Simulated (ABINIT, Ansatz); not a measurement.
This is a calculation of HfMoC2 for ABINIT 10.8.3 (patched build). The cell comes from a database or a generator and needn't be the stable form of this composition.

File run.abi:

```
pp_dirpath "./"
pseudos "Hf.upf, Mo.upf, C.upf"

acell 3*1.0 Angstrom
rprim
     3.1914230000     0.0000000000     0.0000000000
     0.0000000000     3.1914230000     0.0000000000
     0.0000000000     0.0000000000     4.4851640000
ntypat 3
znucl 72 42 6
natom 4
typat 1 2 3 3
xred
     0.0000000000     0.0000000000     0.0000000000
     0.5000000000     0.5000000000     0.5000000000
     0.5000000000     0.5000000000     0.0000000000
     0.0000000000     0.0000000000     0.5000000000

ecut 41.0

kptopt 1
ngkpt 8 8 6
nshiftk 1
shiftk 0.0 0.0 0.0

ixc -116133

nband 21
occopt 3
tsmear 0.05 eV

nstep 100
tolvrs 1.0e-10

iomode 3
prtwf 0
prtden 0
prteig 0
prtebands 0
```

Potentials or basis: PseudoDojo NC SR PBEsol v0.4.1 standard.

Command:

```console
$ abinit run.abi > log 2>&1
```

What does the same run look like in Ansatz 0.2.0? Potentials or basis there: Ansatz PAW, cutoff 420 eV.

As run (cutoffs and basis follow the program's own potentials, and thresholds, step limits or extra output files can differ):

File input.yaml:

```yaml
crystal:
  lattice:
    - [3.191423, 0.0, 0.0]
    - [0.0, 3.191423, 0.0]
    - [0.0, 0.0, 4.485164]
  atoms:
    - { symbol: Hf, position: [0.0, 0.0, 0.0] }
    - { symbol: Mo, position: [0.5, 0.5, 0.5] }
    - { symbol: C, position: [0.5, 0.5, 0.0] }
    - { symbol: C, position: [0.0, 0.0, 0.5] }
hamiltonian:
  xc: pbesol
  pseudopotentials: { kind: paw }
kpoints:
  mp_grid: { grid: [8, 8, 6] }
scf:
  occupations: { method: fermi_dirac, width: 0.05 }
output:
  forces: true
  stress: true
  eigenvalues: true
```

Potentials or basis: Ansatz PAW.

Launch:

```console
$ ansatz run input.yaml --threads 1 --pin off --max-ram 3584MiB --backend cpu --events-out ev --progress --plain --runs-dir out
```

Both were run:

|  | ABINIT | Ansatz |
| --- | --- | --- |
| Pressure | -8.4 GPa | -8.9 GPa |

Ansatz's pressure holds a Pulay term of +0.27 GPa for its cutoff of 420 eV, which the other run lacks.

The potentials hold 34 and 48 valence electrons a cell.

Ansatz's potentials were made for PBE.

Where Ansatz's input types no cutoff or centring, it takes its own default and a Γ-centred mesh.

Pressure is positive in compression.
